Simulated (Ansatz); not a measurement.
Consider the following.

TaRu:
```xyz
2
Lattice="3.0461 0.0000 0.0000 0.0000 3.0461 0.0000 0.0000 0.0000 3.3909" Properties=species:S:1:pos:R:3 pbc="T T T"
Ta     1.5230     1.5230     1.6955
Ru     0.0000     0.0000     0.0000
```

This is the r²SCAN-relaxed structure. x, y and z are the axes in which the lattice vectors are written.

Task: All from r²SCAN (plane waves, PAW; program Ansatz), unless another level is named. Predict the Debye temperature from the elastic constants.

Result: 312 K.

Task: Predict the elastic constants (relaxed ions, GPa).

Result: C11 = 415, C12 = 192, C13 = 209, C33 = 376, C44 = 71.7, C66 = 69.6.

Task: Predict the highest zone-centre frequency.

Result: 154 cm⁻¹.

Space group P4/mmm (L1₀ or tetragonal B2). The first step of the workflow began from a Materials Project structure, measured or hypothetical; the Crystallography Open Database files this formula in space group No. 123, but the cells were not matched. Whether it is the stable phase at ambient conditions was not checked. The cell was relaxed with r²SCAN under the symmetry of its start; whether a distortion lowers the energy is not shown. The run is not spin-polarised. As this level gives no gap, shear constants depend on the k-mesh and smearing (Fermi–Dirac, 0.1 eV here). As this level gives no gap, phonon frequencies hold no LO–TO term and depend on the k-mesh and smearing (Fermi–Dirac, 0.1 eV here). Spin–orbit coupling is left out wherever it is not named.

Potentials: the earlier of the program's two PAW sets. The files were generated under PBE; for other functionals the program regenerates the frozen cores, and for LDA and PBEsol the local potential too.
